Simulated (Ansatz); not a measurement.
**CsTlF4: do the settings matter for the field gradients?**

Cell: a computed structure from the Materials Project (it need not be an observed phase), atoms as given.

```cif
data_structure
_symmetry_space_group_name_H-M 'P 1'
_symmetry_Int_Tables_number 1
_cell_length_a 6.5644
_cell_length_b 8.4582
_cell_length_c 8.5416
_cell_angle_alpha 90.000
_cell_angle_beta 90.000
_cell_angle_gamma 90.000
_cell_volume 474.26
loop_
_atom_site_label
_atom_site_type_symbol
_atom_site_fract_x
_atom_site_fract_y
_atom_site_fract_z
_atom_site_occupancy
Cs1 Cs 0.48342 0.80223 0.25000 1
Cs2 Cs 0.51658 0.19777 0.75000 1
Cs3 Cs 0.51658 0.30223 0.25000 1
Cs4 Cs 0.48342 0.69777 0.75000 1
Tl5 Tl 0.00000 0.00000 0.50000 1
Tl6 Tl 0.00000 0.00000 0.00000 1
Tl7 Tl 0.00000 0.50000 0.50000 1
Tl8 Tl 0.00000 0.50000 0.00000 1
F9 F 0.70552 0.93242 0.55633 1
F10 F 0.29448 0.06758 0.05633 1
F11 F 0.29448 0.43242 0.55633 1
F12 F 0.70552 0.56758 0.05633 1
F13 F 0.90248 0.97982 0.25000 1
F14 F 0.09752 0.02018 0.75000 1
F15 F 0.09752 0.47982 0.25000 1
F16 F 0.90248 0.52018 0.75000 1
F17 F 0.88206 0.25000 0.50000 1
F18 F 0.11794 0.75000 0.00000 1
F19 F 0.11794 0.75000 0.50000 1
F20 F 0.88206 0.25000 0.00000 1
F21 F 0.70552 0.56758 0.44367 1
F22 F 0.29448 0.43242 0.94367 1
F23 F 0.29448 0.06758 0.44367 1
F24 F 0.70552 0.93242 0.94367 1
```

Atoms are numbered from 1 in the order listed; like atoms form one site, named after its first atom.

Reference run. Method: Kohn–Sham DFT in Ansatz, PBE, plane waves and PAW, scalar-relativistic, 420 eV cutoff, Γ-centred 3×3×3 k-points, Fermi–Dirac smearing 0.02 eV.

(1) The input is changed as follows: `scf.convergence.dr2_threshold`: not typed → 1e-08. What happens to V_zz (10²¹ V/m²) and η?

Results:

(1) 

```csv
site,atom,V_zz reference,η reference,V_zz changed,η changed
Cs,1,5.46,0.54,5.46,0.54
Tl,5,-25.5,0.11,-25.5,0.11
F9,9,15.01,0.03,15.01,0.03
F13,13,11.96,0.23,11.96,0.23
F17,17,11.11,0.29,11.11,0.29
```

All printed values agree. SCF iterations: 8 and 9. New warnings: stress scf threshold loose.

On the reference run: The largest force is 0.3 eV/Å, so the atoms aren't at the calculated equilibrium and relaxing them would move these values. Spin–orbit coupling is left out, which shifts gradients on Tl by a few per cent, and by more where contributions nearly cancel.
